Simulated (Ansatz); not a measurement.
Al₃Ni₂ (La2O3 or Ni2Al3 type, space group No. 164), the program Ansatz at the PBEsol level (PAW), all energies at zero smearing, with the estimated change up to a 700 eV cutoff added, with one set of potentials and settings (totals compare only within such a set). Cell of 5 atoms (3 Al, 2 Ni): -13186.700 eV.

```json
[
 {"element": "Al", "reference phase": "Fm-3m, 1 atoms in the cell", "E (eV/atom)": "-524.5507"},
 {"element": "Ni", "reference phase": "Fm-3m, 1 atoms in the cell, spin-polarised", "E (eV/atom)": "-5804.9762"}
]
```

Formation energy per atom, worked out: (-13186.700 − 3×(-524.5507) − 2×(-5804.9762))/5 = -0.619 eV/atom (-60 kJ per mol of atoms), at 0 K, without zero-point energy or fitted corrections.

Space group P-3m1 (La2O3 or Ni2Al3 type). The workflow started from a Materials Project entry (that database holds measured and hypothetical structures alike); the Crystallography Open Database copy checked does not list it. Its standing as an ambient phase is unchecked. The PBEsol relaxation kept the symmetry of its start; of distortions, only those at the zone centre were tested. The run is not spin-polarised. The references are the lowest solids computed at this level, not always the standard phases.

Potentials: the later of the program's two PAW sets.
